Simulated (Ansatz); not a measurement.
O in its lowest state found on the top face of a (111) slab of TiC (Fm-3m (No. 225)), 8 planes, outer planes Ti (top) and C (bottom); 1 a cell of 8.11 Å², its atoms last:

```yaml
crystal:
  lattice:
    - [3.06036, 0.00000, 0.00000]
    - [-1.53018, 2.65035, 0.00000]
    - [0.00000, 0.00000, 27.74570]
  atoms:
    - { symbol: C, position: [0.33333, 0.66667, 0.30635] }
    - { symbol: Ti, position: [0.66667, 0.33333, 0.35138] }
    - { symbol: C, position: [0.00000, 0.00000, 0.39641] }
    - { symbol: Ti, position: [0.33333, 0.66667, 0.44144] }
    - { symbol: C, position: [0.66704, 0.33296, 0.48634] }
    - { symbol: Ti, position: [0.00065, 0.99935, 0.53169] }
    - { symbol: C, position: [0.33421, 0.66579, 0.57651] }
    - { symbol: Ti, position: [0.66775, 0.33225, 0.62374] }
    - { symbol: O, position: [0.00107, 0.99893, 0.65541] }
```

Computed with Ansatz 0.2.0, DFT r2SCAN, scalar-relativistic, plane waves, PAW. Plane waves to 500 eV, a k mesh through Γ of 12×12×1 on the computed 9-atom cell and Gaussian smearing (0.10 eV); no spin polarisation. The cell repeats along c with a dipole correction in the vacuum.

The clean top face has a work function of 4.76 eV. Adsorption changes the slab's dipole along +c by Δp = -0.0505 e·Å a cell (-0.24 D an adsorbate).

**Question.** What change of work function does the Helmholtz equation give?

**Answer.** A sheet of dipoles makes a step in an electron's potential energy of −e·Δp/(ε0·A), and e/ε0 = 180.95 eV·Å for Δp in e·Å: −180.95 × (-0.0505)/8.11 = +1.13 eV. This is the change of φ(top) − φ(bottom). If the bottom face is unmoved, φ(top) becomes 5.89 eV.

**Question.** How does that compare with the calculation?

**Answer.** φ(top) changes by +1.13 eV and φ(bottom) by +0.01 eV, so their difference changes by +1.12 eV. The bottom face hardly moves.

**Question.** What does the sign say about the electrons?

**Answer.** The change of dipole points into the surface (negative end outward), so the work function rises. Electrons gather on the vacuum side. Δp also holds the adsorbate's own dipole and the moves of the surface atoms, so it isn't a charge transfer alone.

Spin polarisation was left out, and a magnetic state may lie lower.